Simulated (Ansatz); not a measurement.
SnIr:
```
CELL_PARAMETERS angstrom
      5.66011     0.00000     0.00000
     -2.83006     4.90180     0.00000
      0.00000     0.00000     4.39190
ATOMIC_POSITIONS crystal
  Ir 0.00000 0.50000 0.00000
  Ir 0.50000 0.00000 0.00000
  Ir 0.50000 0.50000 0.00000
  Sn 0.66667 0.33333 0.50000
  Sn 0.33333 0.66667 0.50000
  Sn 0.00000 0.00000 0.00000
```

Relaxed with PBE. Special points in fractions of this cell's reciprocal vectors: Γ (0.000, 0.000, 0.000); M (0.500, 0.000, 0.000); K (0.333, 0.333, 0.000); A (0.000, 0.000, 0.500); L (0.500, 0.000, 0.500); H (0.333, 0.333, 0.500).

Q: List the band energies nearest the Fermi level at these points for PBE with spin–orbit coupling (plane waves, PAW; program Ansatz).

A: In eV from the Fermi level; about four levels below and three above (degenerate sets whole), none deeper than 8.9 eV; points with the same levels are listed once.

```json
[
 {"k": "Γ", "below": "-0.70 -0.70 -0.54 -0.54", "above": "0.28 0.28 1.41 1.41"},
 {"k": "M", "below": "-1.21 -1.21 -0.76 -0.76", "above": "0.69 0.69 1.44 1.44"},
 {"k": "K", "below": "-1.32 -1.32 -0.47 -0.47", "above": "0.86 0.86 1.02 1.02"},
 {"k": "A", "below": "-0.66 -0.66 -0.65 -0.65", "above": "0.80 0.80 1.36 1.36"},
 {"k": "L", "below": "-0.74 -0.74 -0.44 -0.44", "above": "0.37 0.37 2.17 2.17"},
 {"k": "H", "below": "-0.68 -0.68 -0.25 -0.25", "above": "0.83 0.83 2.52 2.52"}
]
```

Space group P6/mmm. The start of the workflow was typed in or built on a structure type; neither database checked (COD, Materials Project) lists it. COD files the formula under space group No. 194. Its standing as an ambient phase is unchecked. Symmetry was held in the PBE relaxation; whether a distortion lowers the energy is not shown. The run is not spin-polarised.

Potentials: the earlier of the program's two PAW sets.
